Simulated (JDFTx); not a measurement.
System: Sb(1 0 -1 1) (R-3m bulk; lattice of mp-104, not re-optimised at this level), 1x1 cell of 6 atoms in 6 planes, area 17.55 Å² a face, 8.8 Å between the outermost planes in a cell 24.8 Å high; k mesh 6×6×1, Fermi width 0.01 Ha, no spin polarisation.

Level of theory: PBE, GBRV ultrasoft potentials, plane waves to 20/100 Ha; code: a modified build of JDFTx. Vacuum. The outer atoms relax from bulk positions, keeping the cell's symmetry; the lattice is not PBE's own optimum in this code, and that strain can shift the moves by a few hundredths of an ångström. Input:

```
lattice \
  8.2281130598 4.1140565299 0.0000000000 \
  0.0000000000 7.6172259254 0.0000000000 \
  0.0000000000 0.0000000000 46.8652078907
coords-type Lattice
ion Sb 0.5742971440 0.8514057130 -0.1779453220 1
ion Sb 0.9466773210 0.1066453570 -0.1109879300 0
ion Sb 0.2201506390 0.5596987230 -0.0334786960 0
ion Sb 0.5925308160 0.8149383670 0.0334786960 0
ion Sb 0.8660041340 0.2679917330 0.1109879300 0
ion Sb 0.2383843120 0.5232313770 0.1779453220 1
ion-species pseudo/sb_pbe_v1.4.upf
elec-cutoff 20 100
elec-ex-corr gga-PBE
coulomb-interaction Slab 001
coulomb-truncation-embed 0 0 0
kpoint-folding 6 6 1
elec-smearing Fermi 0.01
lcao-params 10
elec-n-bands 58
electronic-scf nIterations 100 energyDiffThreshold 1e-07
ionic-minimize nIterations 10 energyDiffThreshold 1e-5 knormThreshold 4e-4
dump-name vac.$VAR
dump End State Ecomponents EigStats BandEigs Forces ElecDensity IonicPositions Fillings Kpoints Dtot
```

How far do the free atoms of the upper face move along the normal, and how much energy is released?

Sb (atom 6) -0.14 Å (positive: outward). The free energy falls by 0.098 eV per cell, 45 mJ/m².
